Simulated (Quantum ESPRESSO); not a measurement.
## Ti2ZrO4F4 (input and log of a self-consistent run)

Computed values, not a measurement. The program is pw.x of Quantum ESPRESSO 7.5 (plane-wave density functional theory). The cell is made up: 11 atoms on a rutile lattice with one site empty, with randomly drawn elements, strain and displacements, not relaxed. PseudoDojo standard norm-conserving files (v0.5 for PBE, v0.4.1 for LDA and PBEsol) set the functional; there is no spin polarisation, spin-orbit coupling or dispersion term, and the masses in the input are unused placeholders.

Input:

```
&control calculation='scf', pseudo_dir='./dojo.nc.sr.pbe.v0_5.standard.upf', outdir='./o', disk_io='low', tprnfor=.true., tstress=.true. /
&system ibrav=0, nat=11, ntyp=4, nbnd=50, ecutwfc=84.00895049, nosym=.true., tot_charge=0,
 occupations='smearing', smearing='fd', degauss=0.0018374661
/
&electrons conv_thr=7.350e-09, electron_maxstep=60, /
ATOMIC_SPECIES
F 1.0 F.upf
O 1.0 O.upf
Ti 1.0 Ti.upf
Zr 1.0 Zr.upf
CELL_PARAMETERS angstrom
4.84 0.0575 -0.0799
0.0575 4.7419 -0.0256
-0.1032 -0.0331 6.2334
ATOMIC_POSITIONS angstrom
Ti -0.0411 0.0118 -0.0126
Zr 2.4305 2.4046 1.4588
Ti -0.0213 -0.0073 3.1878
O 1.5096 1.452 -0.0488
O 3.39 3.3752 -0.0505
F 3.8431 0.9217 1.4657
F 0.9583 3.88 1.5053
O 1.3957 1.4867 3.0733
F 3.3734 3.2911 3.07
F 3.8889 0.9235 4.621
O 0.8817 3.8016 4.706
K_POINTS automatic
5 5 4 1 1 1
```

The log is shortened where brackets say so; the opening notice, blank lines, dates and the lines on written files are dropped, and the path of the files is cut. It prints rydbergs, bohrs and kilobars, and counts compression as positive stress. With no partly filled state, the Fermi energy that it prints is only some level between the filled and the empty states on the mesh, and need not lie in the true gap.

```
     Program PWSCF v.7.5
     Parallel version (MPI & OpenMP), running on       4 processor cores
     Number of MPI processes:                 4
     Threads/MPI process:                     1
     [start-up lines left out]
     bravais-lattice index     =            0
     lattice parameter (alat)  =       9.1482  a.u.
     unit-cell volume          =     964.9982 (a.u.)^3
     number of atoms/cell      =           11
     number of atomic types    =            4
     number of electrons       =        88.00
     number of Kohn-Sham states=           50
     kinetic-energy cutoff     =      84.0090  Ry
     charge density cutoff     =     336.0358  Ry
     scf convergence threshold =      7.3E-09
     mixing beta               =       0.7000
     number of iterations used =            8  plain     mixing
     Exchange-correlation= PBE
                           (   1   4   3   4   0   0   0)
     [axes and pseudopotential details left out]
   Cartesian axes
     site n.     atom                  positions (alat units)
         1        Ti     tau(   1) = (  -0.0084900   0.0024375  -0.0026028  )
         2        Zr     tau(   2) = (   0.5020656   0.4967155   0.3013426  )
         3        Ti     tau(   3) = (  -0.0043999  -0.0015080   0.6585002  )
         4        O      tau(   4) = (   0.3118363   0.2999380  -0.0100806  )
         5        O      tau(   5) = (   0.7002684   0.6972112  -0.0104317  )
         6        F      tau(   6) = (   0.7938647   0.1903945   0.3027680  )
         7        F      tau(   7) = (   0.1979549   0.8014871   0.3109481  )
         8        O      tau(   8) = (   0.2883081   0.3071059   0.6348480  )
         9        F      tau(   9) = (   0.6968394   0.6798387   0.6341664  )
        10        F      tau(  10) = (   0.8033256   0.1907663   0.9545547  )
        11        O      tau(  11) = (   0.1821318   0.7852921   0.9721130  )
     number of k points=    50  Fermi-Dirac smearing, width (Ry)=  0.0018
                       cart. coord. in units 2pi/alat
        k(    1) = (   0.1004549   0.1014078   0.0992795), wk =   0.0400000
        k(    2) = (   0.1036490   0.1024175   0.2934934), wk =   0.0400000
     [further k points left out]
     Dense  grid:   100341 G-vectors     FFT dimensions: (  54,  54,  72)
     Estimated max dynamical RAM per process >     274.36 MB
     Estimated total dynamical RAM >    1023.96 MB
     Initial potential from superposition of free atoms
     starting charge      87.9944, renormalised to      88.0000
     Starting wfcs are   62 randomized atomic wfcs
     total cpu time spent up to now is        7.1 secs
     per-process dynamical memory:   218.5 Mb
     Self-consistent Calculation
     iteration #  1     ecut=    84.01 Ry     beta= 0.70
     Davidson diagonalization with overlap
     ethr =  1.00E-02,  avg # of iterations =  2.0
     total cpu time spent up to now is       19.2 secs
     total energy              =    -666.11148203 Ry
     estimated scf accuracy    <       5.10395882 Ry
     iteration #  2     ecut=    84.01 Ry     beta= 0.70
     Davidson diagonalization with overlap
     ethr =  5.80E-03,  avg # of iterations =  8.1
     total cpu time spent up to now is       41.6 secs
     total energy              =    -658.87458166 Ry
     estimated scf accuracy    <     115.70028258 Ry
     iteration #  3     ecut=    84.01 Ry     beta= 0.70
     Davidson diagonalization with overlap
     ethr =  5.80E-03,  avg # of iterations =  7.2
     total cpu time spent up to now is       60.8 secs
     total energy              =    -668.96582161 Ry
     estimated scf accuracy    <       2.50793009 Ry
     iteration #  4     ecut=    84.01 Ry     beta= 0.70
     Davidson diagonalization with overlap
     ethr =  2.85E-03,  avg # of iterations =  2.7
     total cpu time spent up to now is       73.5 secs
     total energy              =    -669.21341359 Ry
     estimated scf accuracy    <       1.00687167 Ry
     iteration #  5     ecut=    84.01 Ry     beta= 0.70
     Davidson diagonalization with overlap
     ethr =  1.14E-03,  avg # of iterations =  1.1
     total cpu time spent up to now is       83.9 secs
     total energy              =    -669.11285687 Ry
     estimated scf accuracy    <       0.70203319 Ry
     [iterations 6 to 18 left out]
     iteration # 19     ecut=    84.01 Ry     beta= 0.70
     Davidson diagonalization with overlap
     ethr =  8.03E-11,  avg # of iterations =  6.0
     total cpu time spent up to now is      285.8 secs
     total energy              =    -669.14144066 Ry
     estimated scf accuracy    <       0.00000036 Ry
     iteration # 20     ecut=    84.01 Ry     beta= 0.70
     Davidson diagonalization with overlap
     ethr =  8.03E-11,  avg # of iterations =  5.0
     total cpu time spent up to now is      300.0 secs
     total energy              =    -669.14144069 Ry
     estimated scf accuracy    <       0.00000005 Ry
     iteration # 21     ecut=    84.01 Ry     beta= 0.70
     Davidson diagonalization with overlap
     ethr =  6.01E-11,  avg # of iterations =  3.1
     total cpu time spent up to now is      311.8 secs
     total energy              =    -669.14144069 Ry
     estimated scf accuracy    <          8.7E-09 Ry
     iteration # 22     ecut=    84.01 Ry     beta= 0.70
     Davidson diagonalization with overlap
     ethr =  9.90E-12,  avg # of iterations =  5.1
     total cpu time spent up to now is      328.3 secs
     total energy              =    -669.14144069 Ry
     estimated scf accuracy    <          7.4E-09 Ry
     iteration # 23     ecut=    84.01 Ry     beta= 0.70
     Davidson diagonalization with overlap
     ethr =  8.45E-12,  avg # of iterations =  2.0
     total cpu time spent up to now is      339.5 secs
     End of self-consistent calculation
          k = 0.1005 0.1014 0.0993 ( 12543 PWs)   bands (ev):
   -52.0448 -51.6743 -42.0281 -28.5486 -28.3015 -28.1405 -28.0541 -27.9622
   -27.5732 -21.3582 -20.4595 -20.1012 -19.3676 -18.0590 -17.2177 -16.4982
   -10.1808  -9.6992  -9.2204  -9.0376  -2.6392  -1.4582  -1.3316  -0.7420
    -0.4945  -0.4454   0.4320   0.5382   0.9137   1.3395   1.6570   1.9717
     2.9715   3.3709   3.7611   3.9185   4.1172   4.5011   4.7653   4.9190
     5.2584   5.4399   5.6474   5.9166   7.2910   7.7107   7.7485   7.9569
     8.2517   8.5721
     [levels at the other k points left out]
     the Fermi energy is     6.7048 ev
!    total energy              =    -669.14144069 Ry
     estimated scf accuracy    <          2.5E-09 Ry
     smearing contrib. (-TS)   =      -0.00000000 Ry
     internal energy E=F+TS    =    -669.14144069 Ry
     The total energy is F=E-TS. E is the sum of the following terms:
     one-electron contribution =    -298.73747201 Ry
     hartree contribution      =     188.51575157 Ry
     xc contribution           =    -132.05138367 Ry
     ewald contribution        =    -426.86833659 Ry
     convergence has been achieved in  23 iterations
     Forces acting on atoms (cartesian axes, Ry/au):
     atom    1 type  3   force =     0.05781476   -0.05882247   -0.20453115
     atom    2 type  4   force =    -0.06271542   -0.03902283   -0.09705815
     atom    3 type  3   force =     0.16737046    0.03786328    0.21143600
     atom    4 type  2   force =    -0.08047902   -0.06360833    0.08589898
     atom    5 type  2   force =     0.08814585    0.08206544    0.06876976
     atom    6 type  1   force =     0.02785268   -0.02526584    0.03118245
     atom    7 type  1   force =    -0.03265841    0.02241274    0.02836924
     atom    8 type  2   force =    -0.10385209   -0.11034661   -0.04652681
     atom    9 type  1   force =     0.05191121    0.05592766   -0.00691396
     atom   10 type  1   force =    -0.00683350   -0.00241378   -0.02479068
     atom   11 type  2   force =    -0.10655652    0.10121075   -0.04583568
     Total force =     0.484687     Total SCF correction =     0.000162
     Computing stress (Cartesian axis) and pressure
          total   stress  (Ry/bohr**3)                   (kbar)     P=      -66.45
  -0.00047459  -0.00108633   0.00019696          -69.81     -159.80       28.97
  -0.00108633  -0.00039303   0.00020386         -159.80      -57.82       29.99
   0.00019696   0.00020386  -0.00048743           28.97       29.99      -71.70
     init_run     :      6.64s CPU      6.89s WALL (       1 calls)
     electrons    :    331.29s CPU    332.45s WALL (       1 calls)
     forces       :      2.13s CPU      2.15s WALL (       1 calls)
     stress       :      7.31s CPU      7.31s WALL (       1 calls)
     [timing details left out]
     PWSCF        :   5m47.64s CPU   5m49.20s WALL
     JOB DONE.
```

In other units: free energy -9104.133 eV for the cell, pressure -6.64 GPa, largest force component 5.436 eV/Å. A rerun of this cell at a cutoff of 1467 eV and k mesh 7 x 7 x 6 moved values by no more than 0.004 eV in energy, 0.03 GPa in stress and 0.002 eV/Å in force.